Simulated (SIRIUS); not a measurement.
Worked example: self-consistent single point of Cd4TeSe3 (Pmm2, 8 atoms in the cell; from Materials Project mp-1226768, changed as shown) in SIRIUS.

Level of theory: PBEsol, GBRV PBEsol ultrasoft pseudopotentials (plane waves; SIRIUS 7.12.0).

The change in words: lattice scaled by 0.98. Reference geometry (Pmm2):
```
Cd4TeSe3
1.0
    4.46935     0.00000     0.00000
    0.00000     8.96146     0.00000
    0.00000     0.00000     6.26811
Cd Te Se
4 1 3
Direct
  0.00000   0.23832   0.00823
  0.00000   0.76168   0.00823
  0.50000   0.00000   0.50446
  0.50000   0.50000   0.47792
  0.00000   0.50000   0.75290
  0.50000   0.24318   0.25009
  0.50000   0.75682   0.25009
  0.00000   0.00000   0.74809
```

Reference input (self-consistent single point, DFT, PBEsol, plane waves, GBRV PBEsol ultrasoft pseudopotentials): parameters.ngridk = 4 2 2; parameters.xc_functionals = [XC_GGA_X_PBE_SOL, XC_GGA_C_PBE_SOL]; parameters.gk_cutoff = 6.325 1/bohr; parameters.pw_cutoff = 14.143 1/bohr; parameters.smearing = fermi_dirac; parameters.smearing_width = 0.000367493 Ha; potentials = GBRV PBEsol ultrasoft pseudopotentials; parameters.electronic_structure_method = pseudopotential; parameters.num_bands = 43; parameters.num_mag_dims = 0; parameters.num_dft_iter = 100; parameters.energy_tol = 1e-07 Ha. This run's input differs from it in these lines:

```diff
@@ -32,7 +32,7 @@
     "lattice_vectors": [
-      [1.0000000539, 0.0, 0.0],
-      [0.0, 2.0050925712, 0.0],
-      [0.0, 0.0, 1.4024657585]
+      [0.9999999403, 0.0, 0.0],
+      [0.0, 2.0050923891, 0.0],
+      [0.0, 0.0, 1.4024656449]
     ],
-    "lattice_vectors_scale": 8.445847,
+    "lattice_vectors_scale": 8.276931,
     "atom_coordinate_units": "lattice",
```

Output (repeated stretches shortened):

```
[find] density tolerance         : 1e-06
[find] total energy tolerance    : 1e-07
[find] iter_solver_tol (initial) : 0.01
[find] iter_solver_tol (target)  : 1e-13
[find] num_dft_iter              : 100
Charges and magnetic moments
--------------------------------------------------------------------------------
total charge          : 72.000000
[find] | SCF iteration   0 out of 100|
[diagonalize] iterative solver tolerance (occupied, empty): 0.01 0.01
[diagonalize] average number of iterations: 2
[find] Charges and magnetic moments
[find] total charge          : 72.000000
[find] Energy
[find] smearing (-TS)                 :      -0.00000000
   [... lines left out ...]

[find] Charges and magnetic moments
[find] total charge          : 72.000000
[find] Energy
[find] smearing (-TS)                 :      -0.00000000
[find] Total energy                   :    -307.28338415 (Ha),    -614.56676829 (Ry)
[find] Free energy (E-TS)             :    -307.28338415 (Ha),    -614.56676829 (Ry)
[find] band gap (eV)                  :       0.32539829
[find] Efermi                         :       0.20070540
[find] iteration : 12, RMS (target) : 6.8913e-07 (1.0000e-06) , energy difference (target) : -7.1623e-12 (1.0000e-07)
[find] bands are converged : true
[find] iterative solver converged : true
[find] converged after 13 SCF iterations!
[find] Charges and magnetic moments
[find] total charge          : 72.000000
[find] Energy
[find] smearing (-TS)                 :      -0.00000000
[find] Total energy                   :    -307.28338415 (Ha),    -614.56676829 (Ry)
[find] Free energy (E-TS)             :    -307.28338415 (Ha),    -614.56676829 (Ry)
[find] band gap (eV)                  :       0.32539829
[find] Efermi                         :       0.20070540
[ground_state] === stress tensor components [kbar] ===
[ground_state] === stress_total ===
[ground_state]    -2.533716    0.000000    0.000000
[ground_state]     0.000000   -0.979210    0.000000
[ground_state]     0.000000    0.000000   -0.535433
[ground_state] ==== total Forces in Ha/bohr =====
   [... lines left out ...]
[ground_state] atom:    3, force:       0.0000000      0.0000000     -0.0026240
[ground_state] atom:    4, force:       0.0000000      0.0000000      0.0002583
[ground_state] atom:    5, force:      -0.0000000      0.0002968      0.0003237
[ground_state] atom:    6, force:       0.0000000     -0.0002968      0.0003237
[ground_state] atom:    7, force:       0.0000000      0.0000000     -0.0002639
```

The run converged in 13 iterations. SIRIUS prints the stress tensor with tension positive. Against the reference run the free energy goes down by 12.6 meV/atom, the pressure goes from -2.52 to 0.13 GPa, the largest force goes from 0.060 to 0.135 eV/Å and the gap on the mesh goes from 0.205 to 0.325 eV.

Spin-orbit coupling is left out, which matters for bands and gaps with elements this heavy. The structure comes from a collection of computed structures, made at another level of theory; the collection holds predicted forms beside known ones.

Cost on one core: roughly 60 core-seconds.

The gap that the log prints is read on the run's mesh, which can miss the band edges or a crossing.
